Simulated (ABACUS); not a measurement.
## Parameter sweep on a model cell of Na (P6_3/mmc, 4 atoms in the cell; prototype structure)

```yaml
crystal:
  lattice:
    - [3.78734, 0.00000, 0.00000]
    - [-1.89367, 3.27993, 0.00000]
    - [0.00000, 0.00000, 12.18577]
  atoms:
    - { symbol: Na, position: [0.00000, 0.00000, 0.00000] }
    - { symbol: Na, position: [0.00000, 0.00000, 0.50000] }
    - { symbol: Na, position: [0.33333, 0.66667, 0.25000] }
    - { symbol: Na, position: [0.66667, 0.33333, 0.75000] }
```

Base run A: PBEsol, PseudoDojo 0.4 standard norm-conserving PBEsol (tails mended) pseudopotentials run with ABACUS, self-consistent single point.

Its settings: KPT = Gamma 7 7 2 0.5 0.5 0.5; basis_type = pw; ecutwfc = 88 Ry; smearing_method = gaussian; smearing_sigma = 0.0199916 Ry; potentials = PseudoDojo 0.4 standard norm-conserving PBEsol (tails mended); symmetry = 1; symmetry_prec = 1e-05; ks_solver = dav; scf_nmax = 100; scf_thr = 1.0e-09 Ry; mixing_type = broyden; mixing_beta = 0.4.

The cell was set up from a structure prototype or typed lattice constants and was not relaxed beforehand at this level. No clean gap shows at this smearing width and mesh (spacing up to 0.27 Å⁻¹); the mesh is coarse for partly filled bands, so the values carry mesh errors.

ΔF is the free energy per atom less that of run A. 

```
run                      KPT  ΔF (meV/atom)  pressure (GPa)  k-points  rough cost (cheapest run = 1)
---  -----------------------  -------------  --------------  --------  -----------------------------
A    Gamma 7 7 2 0.5 0.5 0.5           0.00           -0.25        16                              6
B          Gamma 4 4 1 0 0 0           10.3           -0.21         4                              1
C    Gamma 4 4 1 0.5 0.5 0.5            3.5           -0.23         6                              2
D          Gamma 5 5 2 0 0 0          -26.0           -0.33        10                              3
E    Gamma 5 5 2 0.5 0.5 0.5            4.6           -0.24         9                              3
F          Gamma 6 6 2 0 0 0           -3.6           -0.28        14                              5
G    Gamma 6 6 2 0.5 0.5 0.5           -5.4           -0.28        12                              4
H          Gamma 7 7 2 0 0 0           -6.0           -0.27        16                              5
I        Gamma 7 7 2 0 0 0.5           -6.6           -0.28         8                              2
```

Run G against A: The free energy falls by 5.4 meV/atom and the pressure hardly changes (-0.25 to -0.28 GPa).

Run I against A: The free energy falls by 6.6 meV/atom and the pressure hardly changes (-0.25 to -0.28 GPa).

Run B against A: The free energy rises by 10.3 meV/atom and the pressure stays near -0.21 GPa while the zz stress (positive for compression) goes from -0.29 to -1.21 GPa.

Small differences between rows can be mesh errors.

“Tails mended”: in these copies of the files the far tail of each local potential was reset to the Coulomb form.
